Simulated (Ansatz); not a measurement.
Data:

CsPbBr₃:
```yaml
crystal:
  lattice:
    - [5.86640, 0.00000, 0.00000]
    - [0.00000, 5.86640, 0.00000]
    - [0.00000, 0.00000, 5.86640]
  atoms:
    - { symbol: Cs, position: [0.00000, 0.00000, 0.00000] }
    - { symbol: Pb, position: [0.50000, 0.50000, 0.50000] }
    - { symbol: Br, position: [0.00000, 0.50000, 0.50000] }
    - { symbol: Br, position: [0.50000, 0.50000, 0.00000] }
    - { symbol: Br, position: [0.50000, 0.00000, 0.50000] }
```

This is the PBEsol-relaxed structure.

Q: All from DFT-PBEsol in the program Ansatz with PAW potentials, unless another level is named. Predict the Young's modulus.

A: 23.1 GPa.

Q: Give the elastic constants (relaxed ions, GPa).

A: C11 = 51.4, C12 = 6.4, C44 = 4.1.

Space group Pm-3m (cubic perovskite). This is a known high-temperature phase of the composition, computed here at zero pressure and temperature. Symmetry was held in the PBEsol relaxation; whether a distortion lowers the energy is not shown. Scalar-relativistic: spin–orbit coupling is off unless named, which matters more the heavier the elements.

Potentials: the later of the program's two PAW sets.
